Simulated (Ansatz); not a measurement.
AlGa$_{3}$N$_{4}$:
```
CELL_PARAMETERS angstrom
      5.14234     0.00000     0.00000
      0.00000     3.16499     0.00000
     -0.00358     0.00000     5.47826
ATOMIC_POSITIONS crystal
  Al 0.00061 0.50000 0.66737
  Ga 0.49910 0.50000 0.33492
  Ga 0.49903 0.00000 0.83154
  Ga 0.99978 0.00000 0.16619
  N  0.11964 0.50000 0.34010
  N  0.11761 0.00000 0.82639
  N  0.62042 0.00000 0.16621
  N  0.63120 0.50000 0.66728
```

Relaxed with PBEsol. Special points in fractions of this cell's reciprocal vectors: Γ (0.000, 0.000, 0.000); Z (0.000, 0.500, 0.000); D (0.000, 0.500, 0.500); B (0.000, 0.000, 0.500); A (-0.500, 0.000, 0.500); E (-0.500, 0.500, 0.500); C2 (-0.500, 0.500, 0.000); Y2 (-0.500, 0.000, 0.000).

**Question.** List the band energies nearest the valence-band maximum at these points for DFT-PBEsol in the program Ansatz with PAW potentials.

**Answer.** In eV from the valence-band maximum; about four levels below and three above (degenerate sets whole), none deeper than 8.9 eV; points with the same levels are listed once.

```json
[
 {"k": "Γ", "below": "-0.86 -0.08 -0.03 0.00", "above": "2.36 4.62 5.17"},
 {"k": "Z", "below": "-2.10 -2.06 -1.84 -1.80", "above": "5.56 5.59 6.87"},
 {"k": "D", "below": "-2.22 -2.15 -0.98 -0.87", "above": "4.83 5.16 5.60"},
 {"k": "B", "below": "-0.78 -0.61 -0.58 -0.34", "above": "4.56 4.72 6.11"},
 {"k": "A", "below": "-1.56 -1.18 -1.15 -1.10", "above": "5.31 5.37 5.45"},
 {"k": "E", "below": "-1.77 -1.74 -1.66 -1.64", "above": "4.32 4.40 4.47"},
 {"k": "C2", "below": "-1.69 -1.47 -1.44 -1.42", "above": "5.71 5.88 5.96"},
 {"k": "Y2", "below": "-0.72 -0.67 -0.36 -0.36", "above": "4.39 4.47 4.57"}
]
```

Space group Pm. The first step of the workflow began from a Materials Project structure, measured or hypothetical; the Crystallography Open Database copy checked does not list it. With Al and Ga taken as one species the cell has the higher symmetry P6_3mc, so it may be an ordered model of a mixed-site phase. Its standing as an ambient phase is unchecked. The cell was relaxed with PBEsol under the symmetry of its start; of distortions, only those at the zone centre were tested. Spin–orbit coupling is left out wherever it is not named.

Potentials: the later of the program's two PAW sets.
